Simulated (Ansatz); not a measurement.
**BaRuO3: do energies and stresses tell the same story?**

Computed with DFT r2SCAN, scalar-relativistic, plane waves, PAW in Ansatz 0.2.0.

Settings: cutoff 500 eV, Γ-centred mesh 10×10×10 on the computed 5-atom cell, Gaussian smearing of 0.10 eV; collinear spin from starting moments 0 1.41 0.21 0.21 0.21 μB.

Relaxed cell: Pm-3m, a = 4.020 Å, b = 4.020 Å, c = 4.020 Å, α = 90.00°, β = 90.00°, γ = 90.00°, 5 atoms in the primitive cell. Whether it is the stable form of this composition wasn't checked.

Energies at zero smearing and pressures from the stress tensor, at volumes with shape and atoms relaxed:
```tsv
V (Å³/atom)	E − E(first) (meV/atom)	P (GPa)
12.217	0.00	11.93
12.607	-20.44	5.35
12.997	-27.40	0.01
13.387	-21.20	-4.95
13.777	-4.09	-8.43
```

Task: Check P = −dE/dV between neighbouring volumes, and get the bulk modulus from the pressures alone.

Result: With 1 eV/Å³ = 160.2 GPa:
```tsv
middle V (Å³/atom)	−ΔE/ΔV (GPa)	mean P (GPa)
12.412	8.401	8.638
12.802	2.857	2.679
13.192	-2.547	-2.473
13.582	-7.030	-6.693
```

The two differ by 0.34 GPa at most. The mean of two end pressures misses the average over a step by about ΔV² P″/12, up to 0.22 GPa here; with that taken off 0.22 GPa remains. The stress is the derivative of the free energy, not of the energy at zero smearing, and with free energies 0.11 GPa remains. The largest site moment goes from 1.10 to 1.45 μB along the series, which bends P(V). Around V = 12.997 Å³/atom, the two neighbours give B = −V ΔP/ΔV = 12.997 × 10.30 / 0.780 = 171.7 GPa, against B0 = 172.0 GPa from the Birch–Murnaghan fit of the energies.

The state reached may not be the lowest one. Spin-orbit coupling is left out, which matters for the bands of heavy elements.

Only this magnetic start was tried.

Symmetry holds off the tilts and polar distortions that many cubic perovskites undergo.